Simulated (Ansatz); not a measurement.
**Ti3Al2NiO: a ladder of calculations**

Cell of run 1: an entry of the Crystallography Open Database (COD), taken as it stands.

Space group Fd-3m:1 (No. 227); a = 11.3797 Å.

| site | Wyckoff | site symmetry | x | y | z |
| --- | --- | --- | --- | --- | --- |
| Ti | 48f | 2.mm | 0.0619 | 0.2500 | 0.7500 |
| Al | 32e | .3m | 0.8337 | 0.8337 | 0.3337 |
| Ni | 16c | .-3m | 0.6250 | 0.6250 | 0.1250 |
| O | 16d | .-3m | 0.1250 | 0.1250 | 0.6250 |

One atom of each set is listed; the run and its k-mesh use a cell of 28 atoms with edges of 8.05, 8.05, 8.05 Å.

Relaxed positions (PBE, cell held):

Ti (0.0647, 0.2500, 0.7500)
Al (0.8330, 0.8330, 0.3330)
Ni (0.6250, 0.6250, 0.1250)
O (0.1250, 0.1250, 0.6250)

All runs are DFT with Ansatz 0.2.0 (plane waves and PAW, scalar-relativistic unless spin–orbit coupling is named, Γ-centred meshes, Fermi–Dirac smearing where given) in this cell. Start moments of run 1 as typed (μB): 1.5 on each Ni, none on the rest.

Run 1: PBE, parallel start moments, atoms as given; 420 eV, 5×5×5 k-points, smearing 0.05 eV.
Run 2: PBE, parallel start moments, atoms relaxed; 420 eV, 5×5×5 k-points, smearing 0.05 eV.
Run 3: r2SCAN, parallel start moments, at the relaxed atoms; 500 eV, 5×5×5 k-points, smearing 0.05 eV.

```json
{"run": "1", "Ti V_zz (η)": "-2.07 (0.62)", "Ni V_zz (η)": "-2.10 (0.00)", "O V_zz (η)": "-0.93 (0.00)"}
{"run": "2", "Ti V_zz (η)": "?", "Ni V_zz (η)": "?", "O V_zz (η)": "?"}
{"run": "3", "Ti V_zz (η)": "-1.84 (0.76)", "Ni V_zz (η)": "-2.42 (0.00)", "O V_zz (η)": "-0.61 (0.00)"}
```

V_zz in 10²¹ V/m²; 3 of the 4 sets of like atoms are followed.

(1) Estimate the row of run 2.

## Answers

(1) Ti: -1.91 (0.72); Ni: -2.21 (0.00); O: -0.57 (0.00). It lies nearest to run 3, from whose tensors on these sites it differs by 0.21 at most (largest principal value of the difference, on Ni). Taken one at a time, the positions of the atoms (as given or relaxed) move the tensors on these sites by up to 0.36 (largest principal value of the change, on O), the functional (r2SCAN with its higher cutoff) by 0.21 (Ni). Without a gap such differences can lie within the error of the k-mesh, so this order isn't firm.

Semilocal functionals can leave a metal where correlation in the d or f shell opens a gap in the real compound, and that would change the values at and beside Ni and Ti. With these PAW files V_zz is typically within 2 to 3 % of all-electron values, but misses above 10 % occur on Ni. In run 3 the program didn't check the stability of the electronic state in full, so a lower one may lie near. In runs 1, 2, 3 there is no gap above 0.1 eV, so the gradients can move by 10 % or more with the k-mesh. In runs 1, 2, 3 the start moments die out. In run 1 the atoms aren't at the calculated equilibrium (largest force 0.31 eV/Å).
